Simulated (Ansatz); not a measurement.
Relaxed-ion elastic tensor of YSi in space group Cmcm (No. 63; Y on 4c, Si on 4c) in GPa (Voigt order), the program Ansatz at the PBEsol level (PAW); density 4.61 g/cm³, 21.07 Å³ per atom.

|  | 1 | 2 | 3 | 4 | 5 | 6 |
|---|---|---|---|---|---|---|
| 1 | 167 | 45.2 | 72.6 | 0.0 | 0.0 | 0.0 |
| 2 | 45.2 | 212 | 29.0 | 0.0 | 0.0 | 0.0 |
| 3 | 72.6 | 29.0 | 188 | 0.0 | 0.0 | 0.0 |
| 4 | 0.0 | 0.0 | 0.0 | 50.3 | 0.0 | 0.0 |
| 5 | 0.0 | 0.0 | 0.0 | 0.0 | 109 | 0.0 |
| 6 | 0.0 | 0.0 | 0.0 | 0.0 | 0.0 | 61.4 |

**Question.** Is the crystal mechanically stable?

**Answer.** Yes: the smallest eigenvalue of C is 50.3 GPa.

**Question.** Work out the Voigt, Reuss and Hill averages.

**Answer.** K_V = 95.7, K_R = 95.6, K_H = 95.6; G_V = 72.1, G_R = 65.6, G_H = 68.9 GPa.

**Question.** Give Young's modulus, Poisson's ratio, Pugh's ratio and the universal anisotropy index.

**Answer.** E = 9KG/(3K + G) = 167 GPa; ν = 0.21; K/G = 1.39 (brittle by the Pugh limit of 1.75); A_U = 5G_V/G_R + K_V/K_R − 6 = 0.50.

**Question.** Estimate the sound speeds and the Debye temperature.

**Answer.** v_l = √((K + 4G/3)/ρ) = 6380 m/s, v_t = √(G/ρ) = 3860 m/s, mean 4270 m/s; Θ = (h/k)(3n/4πV)^(1/3) v_m = 460 K.

**Question.** How much does each axis shrink under pressure?

**Answer.** Linear compressibilities β_i = Σ_j S_ij (j = 1 to 3): x 3.6, y 3.5, z 3.4 per TPa.

The workflow started from a Materials Project entry (that database holds measured and hypothetical structures alike); the Crystallography Open Database copy checked does not list it. Its standing as an ambient phase is unchecked. Symmetry was held in the PBEsol relaxation; its stability against distortions is not shown here. No spin polarisation was allowed. As this level gives no gap, shear constants depend on the k-mesh and smearing (Fermi–Dirac, 0.1 eV here).

Potentials: the later of the program's two PAW sets.
